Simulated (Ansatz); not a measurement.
Structures of Ru$_{2}$S: which is lowest?

Plane-wave DFT in Ansatz with scalar-relativistic PAW potentials, cutoff 420 eV, Γ-centred meshes chosen by cell and gap, Gaussian smearing with energies taken to zero width. Every cell was relaxed (cell and atoms) in a run of its own, within the symmetry of its start. Functional: PBE.

Relaxed structures (starts from databases or built by putting these elements on another compound's sites):
A. R-3m, 3 atoms in the computed cell, a = 3.634 Å, c = 11.355 Å; sites (symmetry × multiplicity) Ru 3m × 6, S -3m × 3; start: built
B. Fm-3m, 3 atoms in the computed cell, a = 5.526 Å; sites (symmetry × multiplicity) Ru -43m × 8, S m-3m × 4; start: built

Problem. Rank them by energy. Could pressure change the order?

Solution.
```tsv
structure	group	E − E(lowest) (meV/atom)	V (Å³/atom)	gap on mesh (eV)
B	Fm-3m	0.0	14.06	0.00
A	R-3m	9.9	14.43	0.00
```

B is lowest, 10 meV/atom under A. The lowest is also the densest of these, so pressure wouldn't bring one of the others in at first order. Other structures may lie lower than all of these, and vibrations aren't counted.